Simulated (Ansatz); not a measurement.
Given:

Zr2TlC:
```yaml
crystal:
  lattice:
    - [3.34567, 0.00000, 0.00000]
    - [-1.67283, 2.89743, 0.00000]
    - [0.00000, 0.00000, 14.90965]
  atoms:
    - { symbol: Zr, position: [0.33333, 0.66667, 0.58194] }
    - { symbol: Zr, position: [0.66667, 0.33333, 0.41806] }
    - { symbol: Zr, position: [0.66667, 0.33333, 0.08194] }
    - { symbol: Zr, position: [0.33333, 0.66667, 0.91806] }
    - { symbol: Tl, position: [0.33333, 0.66667, 0.25000] }
    - { symbol: Tl, position: [0.66667, 0.33333, 0.75000] }
    - { symbol: C, position: [0.00000, 0.00000, 0.00000] }
    - { symbol: C, position: [0.00000, 0.00000, 0.50000] }
```

This is the PBEsol-relaxed structure. x, y and z are the axes in which the lattice vectors are written.

Task: All from PBEsol (plane waves, PAW; program Ansatz), unless another level is named. Predict the bulk modulus (Birch–Murnaghan fit).

Result: 127 GPa.

Task: And the highest zone-centre frequency?

Result: 582 cm⁻¹.

Task: Give the elastic constants (relaxed ions, GPa).

Result: C11 = 263, C12 = 71.9, C13 = 64.4, C33 = 226, C44 = 68.6.

Space group P6_3/mmc. The workflow started from a Materials Project entry (that database holds measured and hypothetical structures alike); the Crystallography Open Database copy checked does not list it. Whether it is the stable phase at ambient conditions was not checked. The PBEsol relaxation kept the symmetry of its start; of distortions, only those at the zone centre were tested. No spin polarisation was allowed. As this level gives no gap, shear constants depend on the k-mesh and smearing (Fermi–Dirac, 0.1 eV here). As this level gives no gap, phonon frequencies hold no LO–TO term and depend on the k-mesh and smearing (Fermi–Dirac, 0.1 eV here). Spin–orbit coupling is left out wherever it is not named.

Potentials: the earlier of the program's two PAW sets.
